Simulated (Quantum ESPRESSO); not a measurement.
# WSc4GaTiAg: finding a planted mistake in a log

A calculation, not a measurement. The program is pw.x of Quantum ESPRESSO 7.5 (plane-wave density functional theory). The cell is made up: eight metal atoms on a hexagonal close-packed lattice, with elements, volume, strain and displacements drawn at random and not relaxed, so it may be unstable or far from any real phase. PseudoDojo standard norm-conserving files set the functional (PBE unless stated); there is no spin polarisation or spin-orbit coupling, the Fermi-Dirac width of 0.25 eV means electrons at about 2900 K, and the masses in the input are unused placeholders. Heavy elements are run without spin-orbit coupling, which real alloys of them have. A spin test at this wide smearing found no moment, but such smearing suppresses magnetism that the real alloy may have.

Intended input:

```
&control calculation='scf', pseudo_dir='./dojo.nc.sr.pbe.v0_5.standard.upf', outdir='./o', disk_io='minimal', tprnfor=.true., tstress=.true. /
&system ibrav=0, nat=8, ntyp=5, nbnd=67, ecutwfc=84.00895049, nosym=.true., tot_charge=0,
 occupations='smearing', smearing='fd', degauss=0.0183746611
/
&electrons conv_thr=1.470e-08, electron_maxstep=70, mixing_beta=0.5 /
ATOMIC_SPECIES
Ag 1.0 Ag.upf
Ga 1.0 Ga.upf
Sc 1.0 Sc.upf
Ti 1.0 Ti.upf
W 1.0 W.upf
CELL_PARAMETERS angstrom
4.6952 -2.6676 0.0417
-3.1806 -0.0118 -4.8808
3.2184 5.4881 -0.011
ATOMIC_POSITIONS angstrom
W 0.1106 0.0491 0.0963
Sc 1.5297 2.6921 0.0433
Sc -0.04 1.7797 -2.4097
Ga 1.6625 4.5066 -2.4213
Ti 3.2453 0.0928 -0.0393
Sc 4.6806 2.7372 -0.0476
Sc 1.466 -0.9316 -2.5522
Ag 3.1079 1.9289 -2.5406
K_POINTS automatic
5 5 4 1 1 1
```

The log is shortened where brackets say so; the opening notice, blank lines, dates and the lines on written files are dropped, and the path of the files is cut. It prints rydbergs, bohrs and kilobars, and counts compression as positive stress. Its total energy is the free energy E - TS of the whole cell.

Log of the intended run:

```
     Program PWSCF v.7.5
     Parallel version (MPI & OpenMP), running on       4 processor cores
     Number of MPI processes:                 4
     Threads/MPI process:                     1
     [start-up lines left out]
     bravais-lattice index     =            0
     lattice parameter (alat)  =      10.2050  a.u.
     unit-cell volume          =    1127.2309 (a.u.)^3
     number of atoms/cell      =            8
     number of atomic types    =            5
     number of electrons       =       102.00
     number of Kohn-Sham states=           67
     kinetic-energy cutoff     =      84.0090  Ry
     charge density cutoff     =     336.0358  Ry
     scf convergence threshold =      1.5E-08
     mixing beta               =       0.5000
     number of iterations used =            8  plain     mixing
     Exchange-correlation= PBE
                           (   1   4   3   4   0   0   0)
     [axes and pseudopotential details left out]
   Cartesian axes
     site n.     atom                  positions (alat units)
         1        W      tau(   1) = (   0.0204805   0.0090922   0.0178325  )
         2        Sc     tau(   2) = (   0.2832645   0.4985137   0.0080181  )
         3        Sc     tau(   3) = (  -0.0074071   0.3295586  -0.4462198  )
         4        Ga     tau(   4) = (   0.3078560   0.8345165  -0.4483679  )
         5        Ti     tau(   5) = (   0.6009533   0.0171844  -0.0072774  )
         6        Sc     tau(   6) = (   0.8667372   0.5068651  -0.0088144  )
         7        Sc     tau(   7) = (   0.2714688  -0.1725104  -0.4726075  )
         8        Ag     tau(   8) = (   0.5755101   0.3571870  -0.4704594  )
     number of k points=    50  Fermi-Dirac smearing, width (Ry)=  0.0184
                       cart. coord. in units 2pi/alat
        k(    1) = (   0.1398622   0.0405748  -0.2018829), wk =   0.0400000
        k(    2) = (   0.2450986   0.2247207  -0.2709059), wk =   0.0400000
     [further k points left out]
     Dense  grid:   117319 G-vectors     FFT dimensions: (  60,  72,  72)
     Estimated max dynamical RAM per process >     408.16 MB
     Estimated total dynamical RAM >       1.51 GB
     Initial potential from superposition of free atoms
     starting charge     101.9842, renormalised to     102.0000
     Starting wfcs are   79 randomized atomic wfcs
     total cpu time spent up to now is        9.3 secs
     per-process dynamical memory:   308.7 Mb
     Self-consistent Calculation
     iteration #  1     ecut=    84.01 Ry     beta= 0.50
     Davidson diagonalization with overlap
     ethr =  1.00E-02,  avg # of iterations =  2.3
     total cpu time spent up to now is       27.4 secs
     total energy              =   -1119.72442504 Ry
     estimated scf accuracy    <       1.37682488 Ry
     iteration #  2     ecut=    84.01 Ry     beta= 0.50
     Davidson diagonalization with overlap
     ethr =  1.35E-03,  avg # of iterations =  5.8
     total cpu time spent up to now is       50.8 secs
     total energy              =   -1119.69772153 Ry
     estimated scf accuracy    <       8.12027012 Ry
     [iterations 3 to 15 left out]
     iteration # 16     ecut=    84.01 Ry     beta= 0.50
     Davidson diagonalization with overlap
     ethr =  8.34E-11,  avg # of iterations =  5.7
     total cpu time spent up to now is      328.9 secs
     total energy              =   -1120.54462064 Ry
     estimated scf accuracy    <       0.00000004 Ry
     iteration # 17     ecut=    84.01 Ry     beta= 0.50
     Davidson diagonalization with overlap
     ethr =  4.02E-11,  avg # of iterations =  3.0
     total cpu time spent up to now is      346.7 secs
     End of self-consistent calculation
     [lines on levels left out]
!    total energy              =   -1120.54462064 Ry
     estimated scf accuracy    <          4.1E-09 Ry
     smearing contrib. (-TS)   =      -0.15480525 Ry
     internal energy E=F+TS    =   -1120.38981539 Ry
     The total energy is F=E-TS. E is the sum of the following terms:
     one-electron contribution =    -446.35241621 Ry
     hartree contribution      =     262.20843880 Ry
     xc contribution           =    -203.33568648 Ry
     ewald contribution        =    -732.91015150 Ry
     convergence has been achieved in  17 iterations
     Forces acting on atoms (cartesian axes, Ry/au):
     atom    1 type  5   force =     0.01659012   -0.00456186   -0.02714591
     atom    2 type  3   force =     0.01741829    0.00934180   -0.03430597
     atom    3 type  3   force =     0.01067431   -0.01113531    0.00365489
     atom    4 type  2   force =     0.00108315    0.01458474   -0.00888972
     atom    5 type  4   force =    -0.06314618   -0.02746651    0.00423296
     atom    6 type  3   force =     0.03608453    0.02503590    0.00255757
     atom    7 type  3   force =    -0.02003295    0.00492628    0.04955276
     atom    8 type  1   force =     0.00132872   -0.01072504    0.01034342
     Total force =     0.113775     Total SCF correction =     0.000207
     Computing stress (Cartesian axis) and pressure
          total   stress  (Ry/bohr**3)                   (kbar)     P=      -33.08
  -0.00026605  -0.00002721  -0.00008777          -39.14       -4.00      -12.91
  -0.00002721  -0.00042506  -0.00004758           -4.00      -62.53       -7.00
  -0.00008777  -0.00004758   0.00001639          -12.91       -7.00        2.41
     init_run     :      8.51s CPU      9.03s WALL (       1 calls)
     electrons    :    334.90s CPU    337.44s WALL (       1 calls)
     forces       :      2.76s CPU      2.83s WALL (       1 calls)
     stress       :      9.86s CPU      9.87s WALL (       1 calls)
     [timing details left out]
     PWSCF        :   5m56.35s CPU   5m59.55s WALL
     JOB DONE.
```

A second run was made from an input with one planted mistake. Its log:

```
     Program PWSCF v.7.5
     Parallel version (MPI & OpenMP), running on       4 processor cores
     Number of MPI processes:                 4
     Threads/MPI process:                     1
     [start-up lines left out]
     bravais-lattice index     =            0
     lattice parameter (alat)  =      10.2050  a.u.
     unit-cell volume          =    1127.2309 (a.u.)^3
     number of atoms/cell      =            8
     number of atomic types    =            5
     number of electrons       =       102.00
     number of Kohn-Sham states=           67
     kinetic-energy cutoff     =      84.0090  Ry
     charge density cutoff     =     336.0358  Ry
     scf convergence threshold =      1.5E-08
     mixing beta               =       0.5000
     number of iterations used =            8  plain     mixing
     Exchange-correlation= PBE
                           (   1   4   3   4   0   0   0)
     [axes and pseudopotential details left out]
   Cartesian axes
     site n.     atom                  positions (alat units)
         1        W      tau(   1) = (   0.0204805   0.0090922   0.0178325  )
         2        Sc     tau(   2) = (   0.2832645   0.4985137   0.0080181  )
         3        Sc     tau(   3) = (  -0.0074071   0.3295586  -0.4462198  )
         4        Ga     tau(   4) = (   0.2745242   0.8345165  -0.4483679  )
         5        Ti     tau(   5) = (   0.6009533   0.0171844  -0.0072774  )
         6        Sc     tau(   6) = (   0.8667372   0.5068651  -0.0088144  )
         7        Sc     tau(   7) = (   0.2714688  -0.1725104  -0.4726075  )
         8        Ag     tau(   8) = (   0.5755101   0.3571870  -0.4704594  )
     number of k points=    50  Fermi-Dirac smearing, width (Ry)=  0.0184
                       cart. coord. in units 2pi/alat
        k(    1) = (   0.1398622   0.0405748  -0.2018829), wk =   0.0400000
        k(    2) = (   0.2450986   0.2247207  -0.2709059), wk =   0.0400000
     [further k points left out]
     Dense  grid:   117319 G-vectors     FFT dimensions: (  60,  72,  72)
     Estimated max dynamical RAM per process >     408.16 MB
     Estimated total dynamical RAM >       1.51 GB
     Initial potential from superposition of free atoms
     starting charge     101.9842, renormalised to     102.0000
     Starting wfcs are   79 randomized atomic wfcs
     total cpu time spent up to now is        8.8 secs
     per-process dynamical memory:   308.7 Mb
     Self-consistent Calculation
     iteration #  1     ecut=    84.01 Ry     beta= 0.50
     Davidson diagonalization with overlap
     ethr =  1.00E-02,  avg # of iterations =  2.3
     total cpu time spent up to now is       25.4 secs
     total energy              =   -1119.75484701 Ry
     estimated scf accuracy    <       1.32539715 Ry
     iteration #  2     ecut=    84.01 Ry     beta= 0.50
     Davidson diagonalization with overlap
     ethr =  1.30E-03,  avg # of iterations =  5.5
     total cpu time spent up to now is       46.3 secs
     total energy              =   -1119.77860028 Ry
     estimated scf accuracy    <       7.18193902 Ry
     [iterations 3 to 16 left out]
     iteration # 17     ecut=    84.01 Ry     beta= 0.50
     Davidson diagonalization with overlap
     ethr =  9.17E-11,  avg # of iterations =  2.1
     total cpu time spent up to now is      294.3 secs
     total energy              =   -1120.54200716 Ry
     estimated scf accuracy    <       0.00000005 Ry
     iteration # 18     ecut=    84.01 Ry     beta= 0.50
     Davidson diagonalization with overlap
     ethr =  5.36E-11,  avg # of iterations =  2.2
     total cpu time spent up to now is      308.1 secs
     End of self-consistent calculation
     [lines on levels left out]
!    total energy              =   -1120.54200717 Ry
     estimated scf accuracy    <          2.0E-09 Ry
     smearing contrib. (-TS)   =      -0.15472051 Ry
     internal energy E=F+TS    =   -1120.38728665 Ry
     The total energy is F=E-TS. E is the sum of the following terms:
     one-electron contribution =    -447.69422591 Ry
     hartree contribution      =     262.88763315 Ry
     xc contribution           =    -203.34263873 Ry
     ewald contribution        =    -732.23805516 Ry
     convergence has been achieved in  18 iterations
     Forces acting on atoms (cartesian axes, Ry/au):
     atom    1 type  5   force =     0.01622578   -0.00203316   -0.02439057
     atom    2 type  3   force =     0.01743422    0.00973588   -0.03547368
     atom    3 type  3   force =     0.00819736   -0.01304184    0.00395937
     atom    4 type  2   force =     0.01385874    0.01070764   -0.01370807
     atom    5 type  4   force =    -0.06285783   -0.02709732    0.00154843
     atom    6 type  3   force =     0.03417078    0.02699984    0.00830693
     atom    7 type  3   force =    -0.02575727    0.00418420    0.04917307
     atom    8 type  1   force =    -0.00127177   -0.00945525    0.01058452
     Total force =     0.114989     Total SCF correction =     0.000071
     Computing stress (Cartesian axis) and pressure
          total   stress  (Ry/bohr**3)                   (kbar)     P=      -31.24
  -0.00027865  -0.00004258  -0.00009052          -40.99       -6.26      -13.32
  -0.00004258  -0.00040568  -0.00003726           -6.26      -59.68       -5.48
  -0.00009052  -0.00003726   0.00004725          -13.32       -5.48        6.95
     init_run     :      8.11s CPU      8.62s WALL (       1 calls)
     electrons    :    297.53s CPU    299.38s WALL (       1 calls)
     forces       :      2.37s CPU      2.38s WALL (       1 calls)
     stress       :      8.08s CPU      8.08s WALL (       1 calls)
     [timing details left out]
     PWSCF        :   5m16.30s CPU   5m18.71s WALL
     JOB DONE.
```

Question: the log repeats what the program read. Compare it with the intended run: what was wrong in the second input?

Answer: one coordinate of one atom is wrong. The input lines that differ:

```
- Ga 1.6625 4.5066 -2.4213
+ Ga 1.4825 4.5066 -2.4213
```

|  | intended run | run with the mistake |
| --- | --- | --- |
| free energy (eV) | -15245.786 | -15245.751 |
| entropy term -TS, part of it (eV) | -2.106 | -2.105 |
| pressure (GPa) | -3.31 | -3.12 |
| size of the largest force component (eV/Å) | 1.624 | 1.616 |
| largest change of a force component (eV/Å) |  | 0.328 |
| iterations | 17 | 18 |

For scale, a rerun of the intended cell at a higher cutoff and on a denser mesh moved values by no more than 0.002 eV in energy, 0.02 GPa in stress and 0.003 eV/Å in force, and a second program with other atomic files agreed on that cell to 2 % rms in force and 0.5 GPa in pressure.